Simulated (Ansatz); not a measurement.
## Ti: clamped-ion strain scan

Theory: DFT r2SCAN, scalar-relativistic, plane waves, PAW in Ansatz 0.2.0. Settings: plane waves to 500 eV, k-mesh 20×20×20 (Γ-centred), Gaussian smearing 0.15 eV. No spin polarisation. Energies are free energies at this smearing, counted from the undisturbed cell; pressure is positive in compression.

The undisturbed cell (as given, not relaxed at this level; it stands at -2.8 GPa; this bcc form isn't the usual structure):

```
CELL_PARAMETERS angstrom
-1.64100 1.64100 1.64100
1.64100 -1.64100 1.64100
1.64100 1.64100 -1.64100
ATOMIC_POSITIONS crystal
Ti 0.00000 0.00000 0.00000
```

The cell is strained by ε times the Voigt pattern (1, 1, 0, 0, 0, 0) (xx, yy, zz, yz, xz, xy; engineering shear) with fractional coordinates fixed. The cell is metallic on the mesh throughout.

**Question.** Over the sampled range (-0.0600 to 0.0600), is the undisturbed cell the lowest point?

**Answer.** No: the energy is lower at ε = -0.0150, -4.4 in ΔE (meV/atom).

**Question.** Which end lies higher in energy, -0.0600 or +0.0600?

**Answer.** +0.0600: 104.0 against 51.1.

The scan:

```csv
ε,ΔE (meV/atom)
-0.0600,51.1
-0.0450,19.9
-0.0300,1.9
-0.0150,-4.4
0.0000,0.0
0.0150,13.9
0.0300,36.4
0.0450,66.6
0.0525,84.4
0.0600,104.0
```